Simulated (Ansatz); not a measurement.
**BaAl2O4: ¹⁷O NMR of the central transition**

Cell: a Materials Project structure (computed, not necessarily an observed phase).

Space group C2 (No. 5); a = 9.1102, b = 5.2887, c = 8.9705 Å, β = 90.65°.

```
site  Wyckoff  site symmetry       x       y       z
  Ba       4c              1  0.5004  0.4992  0.2498
 Al3       4c              1  0.6677  0.9934  0.4457
 Al5       4c              1  0.3325  0.9912  0.9457
  O7       4c              1  0.6721  0.9687  0.2504
  O9       4c              1  0.3211  0.3195  0.5127
 O10       2b              2  0.5000  0.8553  0.5000
 O12       4c              1  0.1777  0.1755  0.9910
 O13       2a              2  0.5000  0.1370  0.0000
```

One atom of each set is listed; the run and its k-mesh use a cell of 14 atoms with edges of 5.27, 5.27, 8.97 Å.

All values are calculated (Ansatz; DFT, PBE, plane waves and PAW (field gradients read without the response of the frozen cores, which leaves them typically 4 to 6 % off), scalar-relativistic, 420 eV cutoff, Γ-centred 5×5×3 k-points, Fermi–Dirac smearing 0.02 eV), not measured.

¹⁷O has I = 5/2 and Q = -25.58 mb (Pyykkö 2018); at 28.2 T its Larmor frequency is ν₀ = 162.8 MHz. Only the quadrupole interaction is simulated: positions count from each site's isotropic chemical shift, and J coupling is left out, as are shift anisotropy and dipolar coupling, which fast spinning averages.

Problem. What does the ¹⁷O spectrum (fast magic-angle spinning) show for each site?

Solution. 

```json
{"site": "O7", "first shell": "2 Al at 1.76 Å, angle 171°; also 3 Ba at 2.93–3.21 Å", "C_Q (MHz)": "-1.94", "η": "0.08", "P_Q (MHz)": "1.94", "δ_QIS (ppm)": "-0.852", "breadth (kHz)": "0.305"}
{"site": "O9", "first shell": "2 Al at 1.77 Å, angle 128°; also 2 Ba at 2.83–3.04 Å", "C_Q (MHz)": "-2.01", "η": "0.27", "P_Q (MHz)": "2.03", "δ_QIS (ppm)": "-0.934", "breadth (kHz)": "0.347"}
{"site": "O10", "first shell": "2 Al at 1.77 Å, angle 131°; also 2 Ba at 2.93 Å", "C_Q (MHz)": "-1.87", "η": "0.25", "P_Q (MHz)": "1.89", "δ_QIS (ppm)": "-0.804", "breadth (kHz)": "0.298"}
{"site": "O12", "first shell": "2 Al at 1.77 Å, angle 130°; also 2 Ba at 2.84–2.99 Å", "C_Q (MHz)": "-1.95", "η": "0.33", "P_Q (MHz)": "1.99", "δ_QIS (ppm)": "-0.892", "breadth (kHz)": "0.334"}
{"site": "O13", "first shell": "2 Al at 1.77 Å, angle 128°; also 2 Ba at 2.95 Å", "C_Q (MHz)": "-1.99", "η": "0.15", "P_Q (MHz)": "2.00", "δ_QIS (ppm)": "-0.903", "breadth (kHz)": "0.328"}
```

δ_QIS = −(ν_Q²/30ν₀²)[I(I+1) − 3/4](1 + η²/3) × 10⁶ ppm with ν_Q = 3|C_Q|/[2I(2I−1)]; it falls as 1/B₀² in ppm, and the breadth as 1/B₀ in kHz.

At O9, O10, O12 and O13 V_zz runs parallel to the line that joins its two neighbours (within 9°) in each case. At O7 V_zz points along the line of its two bonds (within 3°).

The run took 34 s of wall time (34 s of CPU time) and 0.58 GiB at its peak, on 1 thread of Intel Xeon Platinum 8259CL CPU @ 2.50GHz (Skylake/Cascade Lake) (x86_64; 16 cores open to the job, memory cap 3.0 GiB, no GPU), a shared host with a load of 0.4 a core.
